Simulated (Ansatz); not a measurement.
AlZnInO4 in space group R3m (No. 160; Pearson symbol hR7), the program Ansatz at the PBEsol level (PAW), all energies at zero smearing, with the estimated change up to a 700 eV cutoff added, with one set of potentials and settings (totals compare only within such a set). Cell of 7 atoms (1 In, 1 Al, 1 Zn, 4 O): -11578.732 eV.

| element | reference phase | E (eV/atom) |
|---|---|---|
| In | I4/mmm, 1 atoms in the cell | -5525.4724 |
| Al | Fm-3m, 1 atoms in the cell | -524.5512 |
| Zn | P6_3/mmc, 2 atoms in the cell | -3280.9105 |
| O | C2/m, 4 atoms in the cell, spin-polarised | -558.3609 |

Formation energy per atom, worked out: (-11578.732 − 1×(-5525.4724) − 1×(-524.5512) − 1×(-3280.9105) − 4×(-558.3609))/7 = -2.051 eV/atom (-198 kJ per mol of atoms), at 0 K, without zero-point energy or fitted corrections.

A made-up cell: these elements were put on the sites of a structure type; neither database checked (COD, Materials Project) lists it. Its standing as an ambient phase is unchecked. Symmetry was held in the PBEsol relaxation; whether a distortion lowers the energy is not shown. The references are the lowest solids computed at this level, not always the standard phases (solids in place of the gases).

Potentials: the earlier of the program's two PAW sets. The files were generated under PBE; for other functionals the program regenerates the frozen cores, and for LDA and PBEsol the local potential too.
